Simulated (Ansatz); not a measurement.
AlCu (Pm-3m), a sublattice moved along a line

The calculation used Ansatz, DFT r2SCAN, scalar-relativistic, plane waves, PAW. Settings: plane waves to 500 eV, k-mesh 16×16×16 (Γ-centred), Gaussian smearing 0.15 eV. No spin polarisation. Energies are free energies at this smearing, counted from the undisturbed cell; pressure is positive in compression.

Reference structure (as given, not relaxed at this level; it stands at -4.9 GPa, and it needn't be the usual structure):

```
CELL_PARAMETERS angstrom
2.99751 0.00000 0.00000
0.00000 2.99751 0.00000
0.00000 0.00000 2.99751
ATOMIC_POSITIONS crystal
Al 0.00000 0.00000 0.00000
Cu 0.50000 0.50000 0.50000
```

Every Cu atom is moved by x along the Cartesian unit vector (0.000, 0.000, 1.000); the cell and all other atoms stay fixed. The cell is metallic on the mesh throughout.

| x (Å) | ΔE (meV/cell) | force along x on the moved atoms (eV/Å) | pressure (GPa) |
| --- | --- | --- | --- |
| -0.5000 | 493.0 | 1.93 | 6.0 |
| -0.2500 | 124.6 | 0.99 | -2.1 |
| 0.0000 | 0.0 | 0.00 | -4.9 |
| 0.0625 | 7.8 | -0.25 | -4.7 |
| 0.1250 | 31.2 | -0.50 | -4.2 |
| 0.1875 | 70.1 | -0.75 | -3.3 |
| 0.3125 | 194.4 | -1.24 | -0.5 |
| 0.3750 | 279.4 | -1.48 | 1.4 |
| 0.4375 | 379.1 | -1.71 | 3.6 |

By symmetry 0.5000 repeats -0.5000, -0.3750 repeats 0.3750, 0.2500 repeats -0.2500, -0.1250 repeats 0.1250 in energy, with the opposite slope along the path.